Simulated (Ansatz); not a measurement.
Relaxed-ion elastic tensor of Os (fcc (Cu type), space group No. 225) in GPa (Voigt order), plane-wave PAW LDA (Ansatz code); density 22.98 g/cm³, 13.74 Å³ per atom.

```json
[
 {"": "1", "1": "677", "2": "324", "3": "324", "4": "0.0", "5": "0.0", "6": "0.0"},
 {"": "2", "1": "324", "2": "677", "3": "324", "4": "0.0", "5": "0.0", "6": "0.0"},
 {"": "3", "1": "324", "2": "324", "3": "677", "4": "0.0", "5": "0.0", "6": "0.0"},
 {"": "4", "1": "0.0", "2": "0.0", "3": "0.0", "4": "354", "5": "0.0", "6": "0.0"},
 {"": "5", "1": "0.0", "2": "0.0", "3": "0.0", "4": "0.0", "5": "354", "6": "0.0"},
 {"": "6", "1": "0.0", "2": "0.0", "3": "0.0", "4": "0.0", "5": "0.0", "6": "354"}
]
```

Is the crystal mechanically stable?

Yes: the smallest eigenvalue of C is 353 GPa.

Work out the Voigt, Reuss and Hill averages.

K_V = 442, K_R = 442, K_H = 442; G_V = 283, G_R = 253, G_H = 268 GPa.

Give Young's modulus, Poisson's ratio, Pugh's ratio and the universal anisotropy index.

E = 9KG/(3K + G) = 668 GPa; ν = 0.25; K/G = 1.65 (brittle by the Pugh limit of 1.75); A_U = 5G_V/G_R + K_V/K_R − 6 = 0.60.

Estimate the sound speeds and the Debye temperature.

v_l = √((K + 4G/3)/ρ) = 5890 m/s, v_t = √(G/ρ) = 3410 m/s, mean 3790 m/s; Θ = (h/k)(3n/4πV)^(1/3) v_m = 471 K.

Give the Zener ratio and Young's modulus along [100], [110] and [111].

A = 2C44/(C11 − C12) = 2.01; 1/E = S11 − 2(S11 − S12 − S44/2)Γ with Γ = 0, 1/4, 1/3 gives 467, 700, 838 GPa.

Solve the Christoffel equation for the three sound speeds along [100], [110], [111].

Eigenvalues of C_ijkl n_j n_l equal ρv². In km/s, slowest first: [100] 3.93, 3.93, 5.43; [110] 2.77, 3.93, 6.10; [111] 3.20, 3.20, 6.30.

Space group Fm-3m (fcc (Cu type)). The workflow started from an entry of the Crystallography Open Database (COD), which files this formula under 2 space groups. It is not the phase usual at ambient conditions (space group No. 194). The cell was relaxed with LDA under the symmetry of its start; whether a distortion lowers the energy is not shown. The run is not spin-polarised. As this level gives no gap, shear constants depend on the k-mesh and smearing (Fermi–Dirac, 0.1 eV here). Spin–orbit coupling is left out wherever it is not named.

Potentials: the earlier of the program's two PAW sets. The files were generated under PBE; for other functionals the program regenerates the frozen cores, and for LDA and PBEsol the local potential too.
